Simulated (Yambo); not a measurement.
Rb$_{2}$PtH$_{6}$ (space group Fm-3m, No. 225): one transition space (4×4×4 mesh, 9 valence and 14 conduction bands, Tamm-Dancoff) with different kernels in Yambo, on LDA orbitals; field along x. BSE alone uses the static screening with 76 bands and a 3 Ry block; its scissor and those of RPA and TDDFT come from G0W0, that of the TDHF-type run from bare exchange.

```tsv
kernel	scissor (eV)	direct gap with it (eV)	lowest state (eV)
BSE (screened electron-hole attraction)	2.50	6.28	[?]
TDHF-type (unscreened attraction, exchange-only scissor)	6.99	10.78	[?]
RPA (no attraction)	2.50	6.28	6.28 (dark)
```

Q: Complete the blanks.

A: 
- BSE (screened electron-hole attraction), lowest state (eV): 5.22 (dark)
- TDHF-type (unscreened attraction, exchange-only scissor), lowest state (eV): 4.67 (dark)

RPA leaves the lowest state at the direct gap: no bound exciton. These are vertical excitations (zero momentum). Spin singlets only. Strong means a line over 3 % of the spectrum's maximum, dark under 0.03 %. Absolute energies carry the error of the G0W0 scissor, whose convergence isn't established. Convergence of the binding with the mesh was not shown.

Spin-orbit coupling is not included.

Geometry of the Materials Project entry, not relaxed at this level; primitive cell a = b = c = 6.0257 Å, α = β = γ = 60.00°.

The structure is a Materials Project entry; no match was found in the copy of COD used, and its stability was not checked.
